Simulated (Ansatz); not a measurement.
Cs:
```
Cs
1.0
   -2.67864     2.67864     3.78957
    2.67864    -2.67864     3.78957
    2.67864     2.67864    -3.78957
Cs
1
Direct
  0.00000   0.00000   0.00000
```

Relaxed with PBEsol. Special points in fractions of this cell's reciprocal vectors: Γ (0.000, 0.000, 0.000); X (0.000, 0.000, 0.500); P (0.250, 0.250, 0.250); N (0.000, 0.500, 0.000); M (0.500, 0.500, -0.500); S (0.375, 0.625, -0.375); S0 (-0.375, 0.375, 0.375); R (-0.250, 0.250, 0.500); G (0.500, 0.500, -0.250).

Question: List the band energies nearest the Fermi level at these points for PBEsol in the plane-wave PAW code Ansatz.

Answer: In eV from the Fermi level; about four levels below and three above (degenerate sets whole), none deeper than 8.9 eV; points with the same levels are listed once.

```tsv
k	below	above
Γ	-1.76	2.46 2.47 2.47
X	–	0.21 0.99 1.50
P	–	0.72 1.21 1.21
N	-0.08	0.80 2.31 2.32
M	–	0.21 0.99 1.49
S	–	0.60 0.90 1.35
```

Space group Fm-3m (fcc (Cu type)). The workflow started from a Materials Project entry (that database holds measured and hypothetical structures alike); the Crystallography Open Database files this formula in space group No. 225, but the cells were not matched. It is not the phase usual at ambient conditions (space group No. 229). Symmetry was held in the PBEsol relaxation; its stability against distortions is not shown here. Point labels and valley counts follow the cell and symmetry of the run, lower than the named group. Scalar-relativistic: spin–orbit coupling is off unless named, which matters more the heavier the elements.

Potentials: the later of the program's two PAW sets.
